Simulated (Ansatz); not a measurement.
The calculation used DFT PBE, scalar-relativistic, plane waves, PAW (Ansatz). All cells share a 420 eV cutoff and Γ-centred k meshes spaced at most about 0.3 Å⁻¹ (about 0.25 or finer for metals, 2π included). No spin polarisation in the final relaxations.

All energies are static (0 K, no zero-point motion).

Compare these two cells of HfTe2W2, each relaxed at this level.

A.

```cif
data_structure
_symmetry_space_group_name_H-M 'P-3m1'
_symmetry_Int_Tables_number 164
_cell_length_a 4.5789
_cell_length_b 4.5789
_cell_length_c 7.4701
_cell_angle_alpha 90.000
_cell_angle_beta 90.000
_cell_angle_gamma 120.000
_cell_volume 135.64
loop_
_atom_site_label
_atom_site_type_symbol
_atom_site_symmetry_multiplicity
_atom_site_Wyckoff_symbol
_atom_site_fract_x
_atom_site_fract_y
_atom_site_fract_z
_atom_site_occupancy
Hf1 Hf 1 a 0.00000 0.00000 0.00000 1
Te1 Te 2 d 0.66667 0.33333 0.27252 1
W1 W 2 d 0.66667 0.33333 0.90614 1
```

B.

```cif
data_structure
_symmetry_space_group_name_H-M 'P4mm'
_symmetry_Int_Tables_number 99
_cell_length_a 4.0652
_cell_length_b 4.0652
_cell_length_c 7.2084
_cell_angle_alpha 90.000
_cell_angle_beta 90.000
_cell_angle_gamma 90.000
_cell_volume 119.12
loop_
_atom_site_label
_atom_site_type_symbol
_atom_site_symmetry_multiplicity
_atom_site_Wyckoff_symbol
_atom_site_fract_x
_atom_site_fract_y
_atom_site_fract_z
_atom_site_occupancy
Hf1 Hf 1 b 0.50000 0.50000 0.78995 1
Te1 Te 2 c 0.50000 0.00000 0.46329 1
W1 W 2 c 0.50000 0.00000 0.07250 1
```

Task: Which form is favoured at zero pressure, and by what margin per atom?

Result: A is lower, by 0.40 eV/atom. A has space group P-3m1 (No. 164), 27.1 Å³/atom and no gap on its mesh; B has space group P4mm (No. 99), 23.8 Å³/atom and no gap. Counting Te atoms around Hf and W (those within 1.25 times the shortest such distance or 1.15 times the sum of covalent radii), A has Hf 6, W 4 and B has Hf 4, W 1. B holds Te–Te nets (shortest 2.87 Å); in A the shortest Te–Te distance is 4.31 Å. Even the lower one lies +0.50 eV/atom against the reference forms of the elements (uncorrected), so neither is stable at this level. Both come from invented guesses. A third cell relaxed alike, in P-3m1, lies 229 meV/atom below the lower of the two.

Weakly bound directions are ill-defined at this level, which has no dispersion term (P-3m1), and this can change margins and order among such cells. Spin–orbit coupling, which can matter for Hf, Te and W, is left out. Cells relaxed within their symmetry can be saddle points.
